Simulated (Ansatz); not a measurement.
Given:

GaPt₃ (Cu3Au type, space group No. 221), a = b = c = 3.890 Å, α = β = γ = 90.00°.

This is the PBEsol-relaxed structure.

### Question
All from PBEsol in the plane-wave PAW code Ansatz, unless another level is named. Estimate the formation energy from the elements (no fitted shifts).

### Answer
-0.46 eV/atom.

### Question
And the density of states at the Fermi level?

### Answer
0.66 states/eV per atom (mean over ±0.08 eV).

Space group Pm-3m (Cu3Au type). The workflow started from a Materials Project entry (that database holds measured and hypothetical structures alike); the Crystallography Open Database copy checked does not list it. COD files the formula under space group No. 127. Whether it is the stable phase at ambient conditions was not checked. The PBEsol relaxation kept the symmetry of its start; its stability against distortions is not shown here. No spin polarisation was allowed. The references are the lowest solids computed at this level, not always the standard phases. Scalar-relativistic: spin–orbit coupling is off unless named, which matters more the heavier the elements.

Potentials: the later of the program's two PAW sets.
